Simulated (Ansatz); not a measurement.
Data:

Mg3MoN4:
```
CELL_PARAMETERS angstrom
      6.76509     0.00000     0.00000
      0.00000     5.84994     0.00000
      0.00000     0.00000     5.28119
ATOMIC_POSITIONS crystal
  Mg 0.25226 0.16934 0.85737
  Mg 0.24774 0.83066 0.35737
  Mg 0.74774 0.16934 0.85737
  Mg 0.75226 0.83066 0.35737
  Mg 0.00000 0.66046 0.85823
  Mg 0.50000 0.33954 0.35823
  Mo 0.00000 0.32903 0.34929
  Mo 0.50000 0.67097 0.84929
  N  0.00000 0.63437 0.45592
  N  0.50000 0.36563 0.95592
  N  0.00000 0.32630 0.99832
  N  0.50000 0.67370 0.49832
  N  0.76969 0.17747 0.45656
  N  0.73031 0.82253 0.95656
  N  0.23031 0.17747 0.45656
  N  0.26969 0.82253 0.95656
```

This is the PBE-relaxed structure. Cartesian axes are those of the cell as given.

### Question
All from PBE (plane waves, PAW; program Ansatz), unless another level is named. Give the formation energy from the elements (no fitted shifts).

### Answer
-0.80 eV/atom.

### Question
And the conduction-band minimum?

### Answer
at U (k = 0.500, 0.000, 0.500 in fractions of the reciprocal vectors).

### Question
Next, the valence-band maximum?

### Answer
on the Γ–Z line, 75 % of the way from Γ (k = 0.000, 0.000, 0.375 in fractions of the reciprocal vectors).

Space group Pmn2_1. The workflow started from a Materials Project entry (that database holds measured and hypothetical structures alike); the Crystallography Open Database copy checked does not list it. Its standing as an ambient phase is unchecked. Symmetry was held in the PBE relaxation; whether a distortion lowers the energy is not shown. No spin polarisation was allowed. The references are the lowest solids computed at this level, not always the standard phases (solids in place of the gases). Spin–orbit coupling is left out wherever it is not named.

Potentials: the later of the program's two PAW sets.
